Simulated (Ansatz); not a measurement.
SnTe:
```
SnTe
1.0
    0.00000     3.20472     3.20472
    3.20472     0.00000     3.20472
    3.20472     3.20472     0.00000
Sn Te
1 1
Direct
  0.00000   0.00000   0.00000
  0.50000   0.50000   0.50000
```

Relaxed with PBE. Special points in fractions of this cell's reciprocal vectors: Γ (0.000, 0.000, 0.000); X (0.500, 0.000, 0.500); U (0.625, 0.250, 0.625); K (0.375, 0.375, 0.750); L (0.500, 0.500, 0.500); W (0.500, 0.250, 0.750).

Question: List the band energies nearest the valence-band maximum at these points for PBE in the plane-wave PAW code Ansatz.

Answer: In eV from the valence-band maximum; about four levels below and three above (degenerate sets whole), none deeper than 8.9 eV; points with the same levels are listed once.

```tsv
k	below	above
Γ	-4.87 -2.00 -2.00 -2.00	3.25 3.25 3.25
X	-6.43 -5.22 -3.49 -3.49	2.39 4.68 4.68
U	-7.24 -4.84 -3.03 -2.58	2.92 3.00 4.23
L	-8.07 -1.68 -1.68 0.00	0.05 0.45 0.45
W	-7.21 -4.51 -4.51 -0.81	0.86 4.60 4.60
```

Space group Fm-3m (rock salt). The PBE relaxation kept the symmetry of its start. Spin–orbit coupling is left out wherever it is not named.

Potentials: the later of the program's two PAW sets.
